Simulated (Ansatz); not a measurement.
Ansatz (a quantum-chemistry and plane-wave program) input:

Ansatz 0.2 input:
```yaml
crystal:
  lattice:
    - [0.0, 2.2396634159, 2.2396634159]
    - [2.2396634159, 0.0, 2.2396634159]
    - [2.2396634159, 2.2396634159, 0.0]
  atoms:
    - { symbol: Hf, position: [0.0, 0.0, 0.0] }
kpoints:
  mp_grid: { grid: [33, 33, 33] }
hamiltonian:
  xc: r2scan
  pseudopotentials: { kind: paw }
scf:
  occupations: { method: fermi_dirac, width: 0.1 }
elastic: { mode: relaxed_ion, stencil: two_point, amplitude: 0.005, f_tol: 0.0005 }
```

Output (shortened):

```
Pseudopotential: Hf, paw, valence charge 26
Functional definition: r2SCAN
Crystal: 1 atoms, lattice volume = 22.469 Å³
Basis set: ecut = 500 eV, 537 PW (Γ), exchange–correlation on 96×96×96 points (64 copies of the dense FFT grid, shifted against one another)
Bands: 17, of which v1, the nominal top of the filled ones, is band 13 counted from 1 (12 counted from 0)
Symmetry: 48 space group operations
Space group: Fm-3m (ITA 225), of the structure as read, at distance tolerance 2.8e-5 Å
k-points: 969 of 35937
SCF 1 converged in 9 iterations: F = -15732.999463 eV  dr2 = 1.80e-15
Crystal: 1 atoms, lattice volume = 22.469 Å³
SCF 2 converged in 2 iterations: F = -15732.999463 eV  dr2 = 5.89e-16
Crystal: 1 atoms, lattice volume = 22.356 Å³
Symmetry: 16 space group operations
k-points: 2601 of 35937
SCF 3 converged in 10 iterations: F = -15732.999238 eV  dr2 = 9.14e-15
Crystal: 1 atoms, lattice volume = 22.581 Å³
Basis set: ecut = 500 eV, 545 PW (Γ), exchange–correlation on 96×96×96 points (64 copies of the dense FFT grid, shifted against one another)
SCF 4 converged in 10 iterations: F = -15732.999207 eV  dr2 = 1.51e-15
Crystal: 1 atoms, lattice volume = 22.469 Å³
Symmetry: 8 space group operations
k-points: 4913 of 35937
SCF 5 converged in 10 iterations: F = -15732.999334 eV  dr2 = 1.58e-15
Crystal: 1 atoms, lattice volume = 22.469 Å³
SCF 6 converged in 6 iterations: F = -15732.999334 eV  dr2 = 1.47e-14
SCF converged after 2 iterations
Free energy (F): -15732.999463 eV
Harris-Foulkes:  -15732.999463 eV  (|F-HF|=5.46e-12)
Internal energy: -15732.955109 eV  (E = F + TS)
E sigma→0 (E₀):  -15732.977286 eV
Entropy (-TS):   -0.044354 eV (-44.354 meV/atom)
Fermi energy:    19.527005 eV
--- Per-component energies (eV) ---
  E_band       = 17.894229
  E_kinetic    = 424.346665
  E_local      = -5083.717602  (includes V_loc(G=0)·N_el)
  E_nonlocal   = -1248.787036
  E_hartree    = 2392.004964
  E_xc         = -283.227793
  E_vxc        = -293.162908  (∫ρ·V_xc dr)
  E_paw        = -6952.144746  (= ΣΔE_a)
  E_vpaw       = 1420.706562  (= ΣTr[D̂ρ^β])
  E_aug_tail   = -0.000001  (compensation charges beyond the density's cutoff)
  E_vtau       = 14.498620  (kinetic-family band-sum trace: ∫τ·v_τ [+ j·A + Jᵃ·Aᵃ] dr)
  E_ewald      = -4981.751082
  E_core_change = 0.321522  (= ΣΔE_core)
  E_smearing   = -0.044354  (= −TS)
  E_closure    =  0.000000  (closes the sum)
  Σ components = -15732.999463   (vs F -15732.999463, Δ=0.00e0)
--- Forces (eV/Å), atoms counted from 1 ---
  atom   1  Hf     0.00000000     0.00000000     0.00000000
  max |Σ_I F_I| component: 0.0 eV/Å
--- Stress (GPa, compression-positive) ---
       -0.023645       0.000000       0.000000
        0.000000      -0.023645       0.000000
        0.000000       0.000000      -0.023645
  P = ⅓ Tr σ = -0.0236 GPa (-0.236 kbar)
--- Band table (eV; the first three rows and the last of 969) ---
  k-point 0: bands = ["-43.9526", "-11.5576", "-11.5576", "-11.5576", "7.6156", "7.6440", "7.6440", "7.6440", "7.7185", "7.7185", "7.7185", "11.9837", "21.0963", "21.0963", "21.0963", "24.0839", "24.0839"]
  k-point 1: bands = ["-43.9520", "-11.5656", "-11.5586", "-11.5586", "7.6161", "7.6439", "7.6444", "7.6444", "7.7178", "7.7178", "7.7185", "12.0172", "21.0593", "21.1129", "21.1129", "24.0649", "24.0649"]
  k-point 2: bands = ["-43.9503", "-11.5895", "-11.5616", "-11.5616", "7.6176", "7.6435", "7.6455", "7.6455", "7.7158", "7.7158", "7.7186", "12.1170", "20.9530", "21.1611", "21.1611", "24.0117", "24.0117"]
  k-point 968: bands = ["-43.8643", "-12.1164", "-12.0912", "-11.8659", "7.6531", "7.6550", "7.6594", "7.6752", "7.6766", "7.6804", "7.7006", "17.6897", "18.9932", "19.1676", "22.3489", "26.7030", "28.9288"]
--- Elastic constants: 2 strain directions × 2 members + reference (group order 48) ---
  dense FFT box of the reference and of every strained cell: 24×24×24
  strains applied: 11, 23; error gains: componentwise 1.00 (the most a stress slope's error grows in a printed constant), spectral 1.73 (1 for all six strains …
  C = ∂σ_k/∂η_j (tension-positive GPa; Voigt order 11 22 33 23 13 12):
       137.244     85.951     85.951      0.000      0.000      0.000
        85.951    137.244     85.951      0.000      0.000      0.000
        85.951     85.951    137.244      0.000      0.000      0.000
         0.000      0.000      0.000     73.744      0.000      0.000
         0.000      0.000      0.000      0.000     73.744      0.000
         0.000      0.000      0.000      0.000      0.000     73.744
  reference stress σ⁰ (GPa):      0.024      0.024      0.024      0.000      0.000      0.000
  moduli (Voigt/Reuss/Hill, GPa): K = 103.05/103.05/103.05   G = 54.50/42.14/48.32   E = 125.36   ν = 0.297
  mechanically stable: yes (min eigenvalue of sym C = 51.29 GPa)
  strain η (Voigt 11):  stress-route row diagonal C_11 = 137.24 GPa, energy-path curvature d²(F+E_count+ΔE)/dδ²/Ω₀ = 137.25 GPa
         δ    σ_11 (GPa)             F (eV)   n_scf  n_hpsi   n_pw
    -5.000e-3      -0.6674      -15732.9992378      10  1027765    584   relax 0 steps, max|allowed force component| 0.00e0 eV/Å
     5.000e-3       0.7051      -15732.9992070      10  986824    588   relax 0 steps, max|allowed force component| 0.00e0 eV/Å
  strain η (Voigt 23):  stress-route row diagonal C_44 = 73.74 GPa, energy-path curvature d²(F+E_count+ΔE)/dδ²/Ω₀ = 73.73 GPa
         δ    σ_23 (GPa)             F (eV)   n_scf  n_hpsi   n_pw
    -5.000e-3      -0.3687      -15732.9993338      10  1850672    588   relax 0 steps, max|allowed force component| 0.00e0 eV/Å
     5.000e-3       0.3687      -15732.9993338       6  1422706    588   relax 0 steps, max|allowed force component| 0.00e0 eV/Å
```

Cost: very roughly 14 core-minutes on shared cores.

The workflow started from a Materials Project entry (that database holds measured and hypothetical structures alike); the Crystallography Open Database files this formula in space group No. 225, but the cells were not matched. It is not the phase usual at ambient conditions (space group No. 194). Symmetry was held in the r²SCAN relaxation; whether a distortion lowers the energy is not shown. The run is not spin-polarised. As this level gives no gap, shear constants depend on the k-mesh and smearing (Fermi–Dirac, 0.1 eV here). Scalar-relativistic: spin–orbit coupling is off unless named, which matters more the heavier the elements.

Potentials: the later of the program's two PAW sets.

Ansatz is a plane-wave DFT program.
